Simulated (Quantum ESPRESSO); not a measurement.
Field gradients of Zn$_{2}$ClF$_{3}$ from the PAW reconstruction of the field gradient on a scalar-relativistic PBE ground state (a modified build of Quantum ESPRESSO, JTH datasets), 25 Ha, k-mesh 5×5×7 through Γ:

```xyz
6
Lattice="5.0795 0.2638 0.0000 0.2638 5.0795 0.0000 0.0000 0.0000 3.3021" Properties=species:S:1:pos:R:3 pbc="T T T"
Zn     2.5313     2.5313     1.6510
Zn     0.1138     0.1138     0.0000
Cl     3.7277     3.7277     0.0000
F      1.5955     1.5955     0.0000
F      4.1912     1.1989     1.6510
F      1.1989     4.1912     1.6510
```
The cell was made here from a computed Materials Project entry: one of 4 F replaced by Cl, cell and atoms relaxed (PBE without dispersion, pw.x of Quantum ESPRESSO, symmetry kept). The parent is ZnF2 in P4₂/mnm; whether this form has been observed was not checked. The swapped cell is a model, not a known phase. Stability against distortions was not tested.

Vzz is the sum of three terms, each taken along its main axis: the smooth valence density, the ions (nucleus and frozen core) with the augmentation charges of all other spheres, and the all-electron minus smooth density in the atom's own sphere. The split hangs on the datasets.  Cores are frozen. Against all-electron runs on small test molecules, this scheme's |Vzz| missed by +4 % on Zn, −3 to −9 % on Cl, −6 to +4 % (−29 % in KF) on F. Where η passes 0.9 the sign of Vzz means little.

| site | smooth valence density | ions and other spheres | own sphere | Vzz (a.u.) |
|---|---|---|---|---|
| Zn1 (atom 1) | -0.067 | 0.069 | ? | ? |
| Zn2 (atom 2) | -0.145 | 0.153 | ? | ? |
| F1 (atom 4) | 0.033 | -0.205 | ? | ? |
| F2 (atoms 5, 6) | 0.035 | -0.204 | ? | ? |

Q: What belongs in the gaps?

A: 
- Zn1 (atom 1), own sphere: -0.129
- Zn1 (atom 1), Vzz (a.u.): -0.128
- Zn2 (atom 2), own sphere: -0.261
- Zn2 (atom 2), Vzz (a.u.): -0.254
- F1 (atom 4), own sphere: -0.855
- F1 (atom 4), Vzz (a.u.): -1.028
- F2 (atoms 5, 6), own sphere: -0.839
- F2 (atoms 5, 6), Vzz (a.u.): -1.008
